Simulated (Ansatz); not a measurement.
## GaCuSe2 (chalcopyrite): energy against volume

GaCuSe₂ (chalcopyrite)

```
GaCuSe2
1.0
   -2.83601     2.83601     5.63158
    2.83601    -2.83601     5.63158
    2.83601     2.83601    -5.63158
Cu Ga Se
2 2 4
Cartesian
  0.00000   2.83601   2.81579
  0.00000   0.00000   0.00000
  2.83601   0.00000   2.81579
  0.00000   0.00000   5.63158
  1.41800   1.38266  -1.40790
  1.41800   1.45335   4.22369
  1.45335  -1.41800   7.03948
  1.38266   4.25401   1.40790
```

E(V) scan at fixed shape, V₀ the volume above. The atoms relax within the cell's symmetry.

These are PBE (plane waves to 420 eV, PAW, scalar-relativistic; Ansatz, a quantum-chemistry and plane-wave program) values and carry that method's errors. k mesh 8×8×8 (Γ-centred), Fermi-Dirac smearing 0.05 eV. The energy includes the smearing's −TS. Stress and pressure are positive under compression. With the shape held, the modulus is that of even scaling; a crystal free to change shape is softer. At this level the bands of GaCuSe2 touch or barely overlap; measurements give the solid a gap. GaCuSe2 is run without spin polarisation. GaCuSe2 was relaxed with its symmetry unable to fall. The PAW data are Ansatz's earlier set. The zero of ΔE is the relaxed starting cell.

```json
[
 {"V (Å³/cell)": "152.19", "ΔE (eV/atom)": "0.153", "P (GPa)": "16.0"},
 {"V (Å³/cell)": "157.99", "ΔE (eV/atom)": "0.091", "P (GPa)": "11.5"},
 {"V (Å³/cell)": "163.78", "ΔE (eV/atom)": "0.048", "P (GPa)": "7.8"},
 {"V (Å³/cell)": "169.58", "ΔE (eV/atom)": "0.020", "P (GPa)": "4.7"},
 {"V (Å³/cell)": "175.38", "ΔE (eV/atom)": "0.005", "P (GPa)": "2.1"},
 {"V (Å³/cell)": "181.18", "ΔE (eV/atom)": "0.000", "P (GPa)": "0.0"},
 {"V (Å³/cell)": "186.98", "ΔE (eV/atom)": "0.004", "P (GPa)": "-1.8"},
 {"V (Å³/cell)": "192.77", "ΔE (eV/atom)": "0.015", "P (GPa)": "-3.2"},
 {"V (Å³/cell)": "198.57", "ΔE (eV/atom)": "0.033", "P (GPa)": "-4.4"},
 {"V (Å³/cell)": "204.37", "ΔE (eV/atom)": "0.055", "P (GPa)": "-5.4"},
 {"V (Å³/cell)": "210.17", "ΔE (eV/atom)": "0.082", "P (GPa)": "-6.2"}
]
```

Read from the data:

```
Property                                                                       Value
---------------------------------------------------------------------  -------------
Pressure at the smallest volume                                             16.0 GPa
Energy cost of the largest compression                                  153 meV/atom
Energy cost of the largest expansion                                     82 meV/atom
Bulk modulus at fixed cell shape B₀ (third-order Birch-Murnaghan fit)       60.1 GPa
Pressure derivative B₀′ (fit)                                                    4.9
Equilibrium volume of the fit                                          22.65 Å³/atom
Pressure for 5 % compression (fit)                                           3.5 GPa
```

(A scan under strain: stresses follow from slopes of the energy per volume, elastic moduli from its curvatures.)
